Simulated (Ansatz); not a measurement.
TePt:
```yaml
crystal:
  lattice:
    - [3.60101, 0.00000, 0.00000]
    - [0.00000, 3.49375, 0.00000]
    - [0.00000, 0.00000, 7.23604]
  atoms:
    - { symbol: Pt, position: [0.25000, 0.00000, 0.85619] }
    - { symbol: Pt, position: [0.75000, 0.00000, 0.14381] }
    - { symbol: Te, position: [0.25000, 0.50000, 0.27875] }
    - { symbol: Te, position: [0.75000, 0.50000, 0.72125] }
```

Relaxed with PBEsol.

Question: Which orbitals make up the states near the Fermi level in PBEsol in the plane-wave PAW code Ansatz?

Answer: Within 0.5 eV of the Fermi level: Te 5p 50 %, Pt 5d 33 %, Pt 6s 8 %, outside the projected shells 5 %. Projections are on Löwdin-orthogonalised atomic valence shells; empty p or d shells of many metals are not among them.

Question: Tabulate the density of states.

Answer: States/eV per cell of 4 atoms, in 0.25 eV bins, energy from the Fermi level.

| E (eV) | total | Pt 5d | Te 5p | Pt 6s |
|---|---|---|---|---|
| -7.85 | 0.20 | 0.03 | 0.10 | 0.07 |
| -7.60 | 0.27 | 0.04 | 0.13 | 0.09 |
| -7.35 | 0.55 | 0.09 | 0.27 | 0.16 |
| -7.10 | 1.14 | 0.21 | 0.59 | 0.28 |
| -6.85 | 1.49 | 0.33 | 0.77 | 0.32 |
| -6.60 | 1.84 | 0.44 | 0.95 | 0.34 |
| -6.35 | 2.95 | 0.77 | 1.55 | 0.46 |
| -6.10 | 3.61 | 1.17 | 1.81 | 0.47 |
| -5.85 | 2.81 | 1.16 | 1.36 | 0.19 |
| -5.60 | 3.73 | 1.82 | 1.76 | 0.08 |
| -5.35 | 4.37 | 2.46 | 1.71 | 0.09 |
| -5.10 | 4.52 | 2.89 | 1.41 | 0.10 |
| -4.85 | 4.52 | 3.22 | 1.10 | 0.11 |
| -4.60 | 5.02 | 3.75 | 0.98 | 0.20 |
| -4.35 | 6.00 | 4.57 | 1.05 | 0.27 |
| -4.10 | 4.04 | 2.95 | 0.82 | 0.16 |
| -3.85 | 3.74 | 2.65 | 0.87 | 0.07 |
| -3.60 | 5.18 | 3.74 | 1.17 | 0.05 |
| -3.35 | 4.66 | 3.21 | 1.16 | 0.08 |
| -3.10 | 3.69 | 2.74 | 0.75 | 0.07 |
| -2.85 | 3.98 | 3.07 | 0.72 | 0.08 |
| -2.60 | 5.82 | 4.77 | 0.79 | 0.11 |
| -2.35 | 5.52 | 4.71 | 0.50 | 0.13 |
| -2.10 | 7.36 | 6.15 | 0.71 | 0.26 |
| -1.85 | 5.98 | 4.63 | 0.80 | 0.31 |
| -1.60 | 4.12 | 2.75 | 0.96 | 0.20 |
| -1.35 | 3.15 | 1.80 | 1.01 | 0.14 |
| -1.10 | 3.04 | 1.61 | 1.11 | 0.11 |
| -0.85 | 3.50 | 1.69 | 1.43 | 0.12 |
| -0.60 | 2.21 | 0.91 | 1.07 | 0.07 |
| -0.35 | 1.53 | 0.53 | 0.85 | 0.05 |
| -0.10 | 1.45 | 0.49 | 0.72 | 0.13 |
| 0.15 | 1.74 | 0.56 | 0.80 | 0.23 |
| 0.40 | 1.88 | 0.60 | 0.93 | 0.17 |
| 0.65 | 2.84 | 0.86 | 1.44 | 0.25 |
| 0.90 | 2.71 | 0.77 | 1.39 | 0.28 |
| 1.15 | 2.20 | 0.64 | 1.18 | 0.17 |
| 1.40 | 1.94 | 0.53 | 1.09 | 0.14 |
| 1.65 | 1.79 | 0.45 | 1.00 | 0.15 |
| 1.90 | 1.66 | 0.37 | 0.89 | 0.20 |
| 2.15 | 1.65 | 0.33 | 0.83 | 0.26 |
| 2.40 | 1.64 | 0.30 | 0.77 | 0.32 |
| 2.65 | 1.61 | 0.24 | 0.67 | 0.42 |
| 2.90 | 1.72 | 0.23 | 0.67 | 0.50 |
| 3.15 | 1.73 | 0.20 | 0.57 | 0.59 |
| 3.40 | 1.14 | 0.10 | 0.33 | 0.40 |
| 3.65 | 0.99 | 0.08 | 0.25 | 0.34 |
| 3.90 | 1.05 | 0.07 | 0.23 | 0.32 |
| 4.15 | 1.08 | 0.07 | 0.20 | 0.30 |
| 4.40 | 1.09 | 0.05 | 0.17 | 0.28 |
| 4.65 | 1.20 | 0.05 | 0.17 | 0.30 |

Space group Pmma. The start of the workflow was typed in or built on a structure type; neither database checked (COD, Materials Project) lists it. COD files the formula under space group No. 166, 194. Its standing as an ambient phase is unchecked. The cell was relaxed with PBEsol under the symmetry of its start; whether a distortion lowers the energy is not shown. The run is not spin-polarised. The volume moved by 16 % from the start of the relaxation. Scalar-relativistic: spin–orbit coupling is off unless named, which matters more the heavier the elements.

Potentials: the later of the program's two PAW sets.
